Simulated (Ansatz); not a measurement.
Space group Fm-3m (No. 225). a = 7.960 Å, b = 7.960 Å, c = 7.960 Å, α = 90.00°, β = 90.00°, γ = 90.00°
| atom | site | symmetry | x | y | z |
| --- | --- | --- | --- | --- | --- |
| Al | 24d | m.mm | 0.0000 | 0.7500 | 0.7500 |
| Al | 4a | m-3m | 0.0000 | 0.0000 | 0.0000 |
| Cu | 4b | m-3m | 0.5000 | 0.0000 | 0.0000 |

Equation of state of this Al7Cu structure (not necessarily the ground state), with shape and atoms relaxed at each volume where symmetry leaves them free. It has no gap at any of these volumes. Theory: DFT PBE, scalar-relativistic, plane waves, PAW (Ansatz).

Settings: cutoff 420 eV, Γ-centred mesh 8×8×8 on the computed 8-atom cell, Gaussian smearing of 0.10 eV; no spin polarisation.

```
V (Å³/atom)  E − E(largest V) (meV/atom)  P (GPa)
     13.867                        41.70    14.68
     14.340                         5.43    10.06
     14.813                       -18.27     6.13
     15.286                       -31.29     2.81
     15.758                       -35.29     0.00
     16.231                       -31.68    -2.37
     16.704                       -21.65    -4.37
     17.334                         0.00    -6.55
```

Problem. Fit a third-order Birch–Murnaghan equation, E = E0 + (9V0B0/16)·[(x − 1)³B0' + (x − 1)²(6 − 4x)] with x = (V0/V)^(2/3), to E(V).

Solution. V0 = 15.76 Å³/atom, B0 = 86 GPa, B0' = 4.6.

The cell was found from a structure generator's guess, not taken from experiment.
